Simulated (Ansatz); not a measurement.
In PBEsol (plane waves, PAW; program Ansatz), AlBRu3 in the cubic perovskite structure (Pm-3m) relaxes to a = 4.012 Å. Al has 12 nearest neighbours from 2.84 Å (cuboctahedral); B has 6 nearest neighbours from 2.01 Å (octahedral). Its formation energy from the elements is -7.6 kJ/mol-atom, with no fitted shifts.

Electronic character: metallic (no gap). Gap from PBEsol with spin–orbit coupling: none (metallic).

An equation-of-state fit gives a bulk modulus of 245 GPa. The relaxed-ion elastic constants in GPa are C11 = 492, C12 = 121, C44 = 77.7. The elastic constants imply a Debye temperature near 505 K. The highest mode at Γ lies at 683 cm⁻¹.

The start of the workflow was typed in or built on a structure type; neither database checked (COD, Materials Project) lists it. Whether it is the stable phase at ambient conditions was not checked. The PBEsol relaxation kept the symmetry of its start. At this level the phase is dynamically unstable (imaginary phonons). No spin polarisation was allowed. The volume moved by -16 % from the start of the relaxation. As this level gives no gap, shear constants depend on the k-mesh and smearing (Fermi–Dirac, 0.1 eV here). As this level gives no gap, phonon frequencies hold no LO–TO term and depend on the k-mesh and smearing (Fermi–Dirac, 0.1 eV here). The references are the lowest solids computed at this level, not always the standard phases. Scalar-relativistic: spin–orbit coupling is off unless named, which matters more the heavier the elements.

Potentials: the later of the program's two PAW sets.
